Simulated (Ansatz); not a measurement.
Zn3GaNO3 in space group P3m1 (No. 156; Pearson symbol hP8), plane-wave PAW r²SCAN (Ansatz code), all energies at zero smearing, with the estimated change up to a 700 eV cutoff added, with one set of potentials and settings (totals compare only within such a set). Cell of 8 atoms (1 Ga, 1 N, 3 Zn, 3 O): -15859.912 eV.

| element | reference phase | E (eV/atom) |
|---|---|---|
| Ga | Cmce, 4 atoms in the cell | -3790.2722 |
| N | Pa-3, 8 atoms in the cell | -384.8341 |
| Zn | P6_3/mmc, 2 atoms in the cell | -3325.6811 |
| O | C2/m, 4 atoms in the cell, spin-polarised | -566.0346 |

Formation energy per atom, worked out: (-15859.912 − 1×(-3790.2722) − 1×(-384.8341) − 3×(-3325.6811) − 3×(-566.0346))/8 = -1.207 eV/atom (-116 kJ per mol of atoms), at 0 K, without zero-point energy or fitted corrections.

The start of the workflow was typed in or built on a structure type; neither database checked (COD, Materials Project) lists it. Its standing as an ambient phase is unchecked. The r²SCAN relaxation kept the symmetry of its start; whether a distortion lowers the energy is not shown. The references are the lowest solids computed at this level, not always the standard phases (solids in place of the gases).

Potentials: the earlier of the program's two PAW sets.
